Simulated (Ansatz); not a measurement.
ZnS:
```yaml
crystal:
  lattice:
    - [0.00000, 2.69451, 2.69451]
    - [2.69451, 0.00000, 2.69451]
    - [2.69451, 2.69451, 0.00000]
  atoms:
    - { symbol: S, position: [0.75000, 0.75000, 0.75000] }
    - { symbol: Zn, position: [0.00000, 0.00000, 0.00000] }
```

Relaxed with r²SCAN. Special points in fractions of this cell's reciprocal vectors: Γ (0.000, 0.000, 0.000); X (0.500, 0.000, 0.500); U (0.625, 0.250, 0.625); K (0.375, 0.375, 0.750); L (0.500, 0.500, 0.500); W (0.500, 0.250, 0.750).

**Question.** List the band energies nearest the valence-band maximum at these points for r²SCAN (plane waves, PAW; program Ansatz).

**Answer.** In eV from the valence-band maximum; about four levels below and three above (degenerate sets whole), none deeper than 8.9 eV; points with the same levels are listed once.

| k | below | above |
|---|---|---|
| Γ | -5.98 -5.98 0.00 0.00 0.00 | 2.70 6.86 6.86 6.86 |
| X | -5.76 -4.65 -2.31 -2.31 | 3.71 4.47 11.80 |
| U | -5.63 -4.72 -3.23 -1.88 | 4.49 6.44 9.95 |
| L | -5.78 -5.45 -0.90 -0.90 | 3.82 7.36 7.36 |
| W | -5.57 -4.68 -2.85 -2.82 | 6.03 6.62 8.47 |

Space group F-43m (zinc blende). Symmetry was held in the r²SCAN relaxation; phonons on a q-mesh show no instability.

Potentials: the later of the program's two PAW sets.
